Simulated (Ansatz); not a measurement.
C (lonsdaleite), relaxed with r2SCAN in the PAW code Ansatz. Space group P6_3/mmc (No. 194), hexagonal; conventional cell a = 2.503 Å, c = 4.169 Å, 5.66 Å³ an atom. Around C lie 4 C at 1.54–1.56 Å.

The axes x, y and z are those of this cell:
```
CELL_PARAMETERS angstrom
2.50320 0.00000 0.00000
-1.25160 2.16783 0.00000
0.00000 0.00000 4.16887
ATOMIC_POSITIONS crystal
C 0.33333 0.66667 0.00023
C 0.66667 0.33333 0.50023
C 0.33333 0.66667 0.37477
C 0.66667 0.33333 0.87477
```

Unstrained: PBE gives an indirect gap of 3.323 eV, from Γ to K; the least direct gap is 4.995 eV at Γ. The r2SCAN gap is indirect, 3.596 eV (Γ to K), below the direct gap of 5.241 eV at Γ. With HSE06 the valence top lies at Γ and the conduction bottom at K, 4.377 eV higher; the smallest vertical gap, at Γ, is 6.340 eV. Meshes: PBE 12×12×6, r2SCAN 12×12×6, HSE06 9×9×4. Strains are changes of length per length. After each strain the atoms were relaxed again with r2SCAN within the symmetry that the strain leaves, so tilts or polar shifts that break it weren't tested; points keep the names that they have in the unstrained zone. The values are computed, spin-unpolarised, and not measurements.

**Question.** Apply isotropic +2.5 % on every length. How far does the gap move, against the unstrained cell?

**Answer.** PBE: the gap goes from 3.323 to 3.610 eV (+0.287 eV); with r2SCAN the top three valence levels at Γ, grouped 2+1 from the top over 499 meV, become 2+1 over 377 meV. r2SCAN: the gap goes from 3.596 to 3.871 eV (+0.275 eV). HSE06: the gap goes from 4.377 to 4.666 eV (+0.289 eV). The r2SCAN energy rises by 41.9 meV an atom.

**Question.** Apply isotropic +1.5 % on every length. How far does the gap move, against the unstrained cell?

**Answer.** PBE: the gap goes from 3.323 to 3.502 eV (+0.179 eV); with r2SCAN the top three valence levels at Γ, grouped 2+1 from the top over 499 meV, become 2+1 over 425 meV. r2SCAN: the gap goes from 3.596 to 3.765 eV (+0.169 eV). HSE06: the gap goes from 4.377 to 4.557 eV (+0.180 eV). The r2SCAN energy rises by 15.5 meV an atom.

**Question.** For epitaxial +1.5 % in the xy plane, how far does the free direction move, and what happens to the gap?

**Answer.** The normal strain at zero normal stress is -0.01 %, 0.01 of the in-plane strain with the sign turned. PBE: the gap goes from 3.323 to 3.442 eV (+0.119 eV); with r2SCAN the top three valence levels at Γ, grouped 2+1 from the top over 499 meV, become 2+1 over 490 meV. r2SCAN: the gap goes from 3.596 to 3.704 eV (+0.108 eV). HSE06: the gap goes from 4.377 to 4.491 eV (+0.114 eV).

**Question.** Apply uniaxial +2.0 % along x, other directions held. How far does the gap move, against the unstrained cell?

**Answer.** PBE: the gap goes from 3.323 to 3.347 eV (+0.024 eV); with r2SCAN the top three valence levels at Γ, grouped 2+1 from the top over 499 meV, become 1+1+1 over 545 meV. r2SCAN: the gap goes from 3.596 to 3.613 eV (+0.017 eV). HSE06: the gap goes from 4.377 to 4.403 eV (+0.026 eV). The r2SCAN energy rises by 8.4 meV an atom.

The meshes of the hybrids are coarse, so their gaps aren't converged to the digits shown.

The splittings at Γ are without spin-orbit coupling, which regroups them where it is of like size or larger.
